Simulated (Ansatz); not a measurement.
SiNi:
```
SiNi
1.0
    5.13912     0.00000     0.00000
    0.00000     3.39681     0.00000
    0.00000     0.00000     5.59762
Si Ni
4 4
Direct
  0.82091   0.75000   0.58583
  0.17909   0.25000   0.41417
  0.67909   0.25000   0.08583
  0.32091   0.75000   0.91417
  0.50844   0.25000   0.68855
  0.49156   0.75000   0.31145
  0.99156   0.75000   0.18855
  0.00844   0.25000   0.81145
```

Relaxed with PBE.

Question: Which orbitals make up the states near the Fermi level in PBE in the plane-wave PAW code Ansatz?

Answer: Within 0.5 eV of the Fermi level: Ni 3d 49 %, Si 3p 35 %, Si 3s 10 %. Projections are on Löwdin-orthogonalised atomic valence shells; empty p or d shells of many metals are not among them.

Question: Tabulate the density of states.

Answer: States/eV per cell of 8 atoms, in 0.25 eV bins, energy from the Fermi level.

```csv
E (eV),total,Ni 3d,Si 3p,Si 3s
-7.85,2.81,0.47,0.45,1.65
-7.60,2.51,0.47,0.33,1.54
-7.35,1.33,0.30,0.15,0.83
-7.10,0.00,0.00,0.00,0.00
-6.85,0.00,0.00,0.00,0.00
-6.60,0.83,0.15,0.53,0.05
-6.35,2.22,0.49,1.30,0.18
-6.10,3.60,0.94,1.96,0.32
-5.85,3.39,0.95,1.86,0.27
-5.60,3.31,1.08,1.66,0.29
-5.35,3.45,1.24,1.60,0.29
-5.10,3.86,1.66,1.59,0.28
-4.85,4.58,2.19,1.73,0.30
-4.60,3.38,1.79,1.19,0.18
-4.35,4.81,2.69,1.61,0.19
-4.10,8.08,5.18,2.27,0.18
-3.85,10.27,7.43,2.24,0.14
-3.60,13.83,11.08,2.02,0.19
-3.35,13.95,11.60,1.83,0.13
-3.10,14.91,12.33,1.88,0.19
-2.85,14.74,12.42,1.69,0.12
-2.60,14.56,12.69,1.35,0.10
-2.35,13.46,12.10,0.90,0.08
-2.10,15.76,14.59,0.67,0.11
-1.85,11.60,10.33,0.81,0.14
-1.60,8.31,6.52,1.20,0.26
-1.35,5.98,3.80,1.56,0.24
-1.10,4.06,2.15,1.42,0.20
-0.85,2.53,1.46,0.80,0.11
-0.60,2.39,1.48,0.65,0.14
-0.35,2.14,1.20,0.65,0.18
-0.10,2.11,1.06,0.73,0.20
0.15,2.38,1.11,0.89,0.24
0.40,2.60,1.12,1.01,0.29
0.65,3.52,1.37,1.47,0.39
0.90,3.09,1.09,1.35,0.35
1.15,2.34,0.75,1.10,0.27
1.40,3.26,1.01,1.38,0.52
1.65,3.54,1.00,1.59,0.53
1.90,3.24,0.84,1.58,0.45
2.15,2.88,0.69,1.45,0.35
2.40,2.94,0.65,1.49,0.34
2.65,2.88,0.58,1.48,0.33
2.90,2.43,0.43,1.29,0.25
3.15,3.01,0.50,1.61,0.29
3.40,3.74,0.57,2.07,0.32
3.65,3.21,0.42,1.75,0.27
3.90,3.55,0.41,1.89,0.30
4.15,3.54,0.37,1.88,0.27
4.40,3.18,0.31,1.63,0.21
4.65,3.28,0.29,1.73,0.19
```

Space group Pnma. The cell keeps a stress of up to 0.3 GPa. Symmetry was held in the PBE relaxation. The run is not spin-polarised.

Potentials: the earlier of the program's two PAW sets.
